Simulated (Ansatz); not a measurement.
Is this C₃N structure a true minimum?

It was reached by relaxing an invented guess, and it needn't be the stable form of this composition.

All numbers below come from DFT PBE, scalar-relativistic, plane waves, PAW in Ansatz 0.2.0. Plane waves to 420 eV, a k mesh through Γ of 16×16×10 on the computed 4-atom cell and Gaussian smearing (0.10 eV); no spin polarisation.

The cell below (4 atoms, space group P4/mmm (No. 123)) is relaxed within its symmetry.

```
CELL_PARAMETERS angstrom
2.75425 0.00000 0.00000
0.00000 2.75425 0.00000
0.00000 0.00000 4.34134
ATOMIC_POSITIONS crystal
C 0.50000 0.50000 0.84102
C 0.00000 0.00000 0.50000
C 0.50000 0.50000 0.15898
N 0.00000 0.00000 0.00000
```

For the test a repeat of it with 8 atoms (edges 2.75, 4.34, 5.51 Å) was strained at random (σ = 1.5 % a component), the atoms were moved at random (σ = 0.05 Å), and all was relaxed again on a coarse 8×6×4 mesh (in the run’s order of axes) with 0.20 eV smearing, with no symmetry imposed.

Weakly bound directions are ill-defined at this level, which has no dispersion term. An odd number of electrons in the primitive cell allows no gap without spin; a larger cell or a magnetic state could open one. The cell is a metal run without spin; a magnetic state may lie lower.

Question: What happens?

Answer: It doesn't return. The energy falls by 2912 meV/atom on that mesh, the volume changes by 1.5 %, and the end has space group P1 (No. 1) at a loose tolerance. Relaxed again on a 12×8×8 mesh with 0.02 eV smearing, the new structure lies 2917 meV/atom below the first (mesh in the axes of the run's cell; the cell below is made exact in the group named). Space group P1 (No. 1), triclinic, a = 2.998 Å, b = 4.732 Å, c = 5.309 Å, α = 114.1°, β = 101.6°, γ = 91.3°. C on its first site is surrounded by 1 C at 1.39 Å, 1 N at 1.43 Å and 1 C at 1.50 Å; C on its second site is surrounded by 2 N at 1.34–1.42 Å and 1 C at 1.40 Å; C on its third site has 2 C at 1.39–1.41 Å and 1 N at 1.47 Å; N on its first site is surrounded by 2 C at 1.42–1.43 Å and 1 C at 1.60 Å; 4 more sites not described.

```cif
data_structure
_symmetry_space_group_name_H-M 'P 1'
_symmetry_Int_Tables_number 1
_cell_length_a 2.9979
_cell_length_b 4.7321
_cell_length_c 5.3086
_cell_angle_alpha 114.088
_cell_angle_beta 101.604
_cell_angle_gamma 91.334
_cell_volume 66.88
loop_
_atom_site_label
_atom_site_type_symbol
_atom_site_fract_x
_atom_site_fract_y
_atom_site_fract_z
_atom_site_occupancy
C1 C 0.35974 0.79917 0.77794 1
C2 C 0.25223 0.06363 0.27641 1
C3 C 0.26209 0.65701 0.48309 1
C4 C 0.00912 0.19205 0.95323 1
C5 C 0.47662 0.11271 0.78571 1
C6 C 0.16720 0.35024 0.26947 1
N1 N 0.08501 0.87187 0.98164 1
N2 N 0.38799 0.95333 0.47250 1
```
